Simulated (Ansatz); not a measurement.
# How the vibrations of FeNi change with volume

Level of theory: DFT PBEsol, scalar-relativistic, plane waves, PAW (Ansatz). Plane waves to 420 eV; Γ-centred k mesh 16×16×12; Gaussian smearing of 0.20 eV. Collinear spin, site moments 2.5, 0.7 μB. Phonons by linear response, acoustic sum rule imposed.

Equilibrium structure at this level:
```cif
data_structure
_symmetry_space_group_name_H-M 'P 1'
_symmetry_Int_Tables_number 1
_cell_length_a 2.4680
_cell_length_b 2.4680
_cell_length_c 3.5334
_cell_angle_alpha 90.000
_cell_angle_beta 90.000
_cell_angle_gamma 90.000
_cell_volume 21.52
loop_
_atom_site_label
_atom_site_type_symbol
_atom_site_fract_x
_atom_site_fract_y
_atom_site_fract_z
_atom_site_occupancy
Fe1 Fe 0.00000 0.00000 0.00000 1
Ni1 Ni 0.50000 0.50000 0.50000 1
```

In a metal, frequencies depend on the k mesh and the smearing, soft modes most.

Cells at 0.98 and 1.02 times the equilibrium volume were relaxed in shape and atoms; γ = −d ln ν / d ln V, modes matched by rank.

(1) Give the optical frequencies at Γ (cm⁻¹) at the three volumes and the mode Grüneisen parameters.

(2) What pressures hold the two strained cells, and what bulk modulus follows?

Results:

(1)
| 0.98 V | V | 1.02 V | γ | degeneracy |
| --- | --- | --- | --- | --- |
| 221 | 214 | 207 | 1.64 | 2 |
| 312 | 300 | 289 | 1.90 | 1 |

(2) 4.39 GPa at 0.98 V and -3.93 GPa at 1.02 V, so B = −dP/d ln V ≈ 208 GPa.